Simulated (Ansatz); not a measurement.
## MnF2 (P4_2/mnm)

Level of theory: PBEsol+U, U_eff = 4.0 eV (Dudarev form) on Mn d, fully localised double counting, collinear spin, scalar-relativistic, 420 eV, PAW set soft_2 (made for PBE), 4×4×6 mesh, Gaussian smearing of 0.05 eV; plane-wave PAW code Ansatz.

```yaml
crystal:
  lattice:
    - [4.87340, 0.00000, 0.00000]
    - [0.00000, 4.87340, 0.00000]
    - [0.00000, 0.00000, 3.30990]
  atoms:
    - { symbol: Mn, position: [0.00000, 0.00000, 0.00000] }
    - { symbol: Mn, position: [0.50000, 0.50000, 0.50000] }
    - { symbol: F, position: [0.30500, 0.30500, 0.00000] }
    - { symbol: F, position: [0.19500, 0.80500, 0.50000] }
    - { symbol: F, position: [0.69500, 0.69500, 0.00000] }
    - { symbol: F, position: [0.80500, 0.19500, 0.50000] }
```

The structure is that of a cell as deposited in COD, unrelaxed.

Cell and atoms stay fixed. Atoms count from 1 in the text and from 0 in parts of the program's output.

Two runs on this cell converged from different starts. The ends of their outputs, energies left out (λ are the eigenvalues of a shell's occupation matrix):

Run A:

```
Magnetization: 10.0000 μB (34.0000 up, 24.0000 down)
Absolute magnetization: 10.0001 μB (∫|ρ↑−ρ↓|, with the PAW one-centre terms)
Per-site moments (μB) at R_I (Å): [(4.22538, 0.86710), (4.22538, 0.86710), (0.06807, 0.86710), (0.06807, 0.86710), (0.06807, 0.86710), (0.06807, 0.86710)]
Fermi energy:    7.054470 eV
--- Forces (eV/Å), atoms counted from 1 ---
  atom   1  Mn     0.00000000     0.00000000     0.00000000
  atom   2  Mn     0.00000000     0.00000000     0.00000000
  atom   3  F      0.00545580     0.00545580     0.00000000
  atom   4  F     -0.00545580     0.00545580     0.00000000
  atom   5  F     -0.00545580    -0.00545580     0.00000000
  atom   6  F      0.00545580    -0.00545580     0.00000000
--- Stress (GPa, compression-positive) ---
        1.552401       0.000000       0.000000
        0.000000       1.552401       0.000000
        0.000000       0.000000       1.644617
  P = ⅓ Tr σ = 1.5831 GPa (15.831 kbar)
--- Löwdin populations: 6 sites ---
  site symbol       q [e]    m [muB]
     0     Mn     13.5617     4.8049
     1     Mn     13.5617     4.8049
     2      F      7.6668     0.0859
     3      F      7.6668     0.0859
     4      F      7.6668     0.0859
     5      F      7.6668     0.0859
--- Occupation matrices: 2 shells (run DFT+U table (all-electron-ortho-atomic); ε = 4.26e-5) ---
  Mn0 d_3D up     Tr n = 4.9881  λ = 0.995 0.996 0.998 0.999 0.999
  Mn0 d_3D dn     Tr n = 0.1985  λ = 0.018 0.021 0.023 0.066 0.070
  Mn1 d_3D up     Tr n = 4.9881  λ = 0.995 0.996 0.998 0.999 0.999
  Mn1 d_3D dn     Tr n = 0.1985  λ = 0.018 0.021 0.023 0.066 0.070
```

Run B:

```
Magnetization: 4.0000 μB (31.0000 up, 27.0000 down)
Absolute magnetization: 5.4671 μB (∫|ρ↑−ρ↓|, with the PAW one-centre terms)
Per-site moments (μB) at R_I (Å): [(2.55208, 0.86710), (0.85530, 0.86710), (-0.00557, 0.86710), (0.02669, 0.86710), (-0.00557, 0.86710), (0.02669, 0.86710)]
Fermi energy:    7.126093 eV
--- Forces (eV/Å), atoms counted from 1 ---
  atom   1  Mn     0.00000000     0.00000000     0.00000000
  atom   2  Mn     0.00000000     0.00000000     0.00000000
  atom   3  F      0.06484779     0.06662611     0.00716601
  atom   4  F      0.20339270    -0.19613128    -0.17621210
  atom   5  F     -0.06484779    -0.06662611    -0.00716601
  atom   6  F     -0.20339270     0.19613128     0.17621210
--- Stress (GPa, compression-positive) ---
       -5.394712      -0.754473      -0.821520
       -0.754496      -5.273625       0.689240
       -0.821481       0.689101      -5.334818
  P = ⅓ Tr σ = -5.3344 GPa (-53.344 kbar)
--- Löwdin populations: 6 sites ---
  site symbol       q [e]    m [muB]
     0     Mn     13.6335     2.9211
     1     Mn     13.6845     1.0037
     2      F      7.6146    -0.0046
     3      F      7.6315     0.0339
     4      F      7.6146    -0.0046
     5      F      7.6315     0.0339
--- Occupation matrices: 2 shells (run DFT+U table (all-electron-ortho-atomic); ε = 2.00e-2, under-converged) ---
  Mn0 d_3D up     Tr n = 4.0858  λ = 0.098 0.994 0.997 0.998 0.999
  Mn0 d_3D dn     Tr n = 1.1758  λ = 0.020 0.024 0.063 0.075 0.995
  Mn1 d_3D up     Tr n = 3.1525  λ = 0.075 0.087 0.995 0.997 0.999
  Mn1 d_3D dn     Tr n = 2.1560  λ = 0.026 0.067 0.070 0.996 0.997
```

Question: Which run lies higher in energy, by how much, and why?

Answer: Run B, by 776.4 meV/atom. Run B has a gap of 2.57 eV and a whole-number cell moment of 4 μB, as a collinear insulator must have; run A has 5 d electrons in filled orbitals, 5 of them unpaired, the high-spin filling, a gap of 2.28 eV and a whole-number cell moment of 10 μB, as a collinear insulator must have. Run B kept 2 symmetry operations, run A 16. Flag on run B: occupations loosely converged. On Mn2, N↑ − N↓ is 1.00 in size in run B against 4.79 in run A: with fewer parallel spins, run B lacks part of the exchange energy behind Hund's first rule. With J = 0 the Hubbard energy is (U/2) Σ λ(1 − λ), a penalty on fractional natural occupations. The sums Σ λ(1 − λ) over the cell's shells are 0.40 for run A and 0.59 for run B, which at U/2 = 2.00 eV give 0.80 and 1.19 eV per cell. Of the difference of 4.66 eV per cell, the Hubbard term gives 0.39 eV and all other terms 4.27 eV, so the Hubbard term itself makes little of it, though U shapes both states. The other terms are taken on each state's own density, so they aren't the result of a run without U.

No start opposed the Mn moments among themselves, so such orders weren't tried.

In the lower state the fixed cell carries a pressure of 1.6 GPa (the cell is smaller than this level of theory would relax to); relaxing would change energies and could change the order of close states.

Run B started from: random orbitals: pairs of harmonics, lower spin (4+1, 3+2 electrons), moments Mn1 3.00; Mn2 1.00 μB, occupations held for 5 iterations. Run A started from atoms, symmetry kept, no search, moments Mn1 5.00; Mn2 5.00 μB. At this level the cell was started in 7 ways. Run A holds the lowest state found for this cell, which doesn't make it the ground state. U wasn't fitted or computed for this material, so the results show what this U gives and needn't match the real solid. The program marks an occupation table as loosely converged. Gaps are Kohn–Sham gaps over the k-mesh alone and may be smaller between its points.
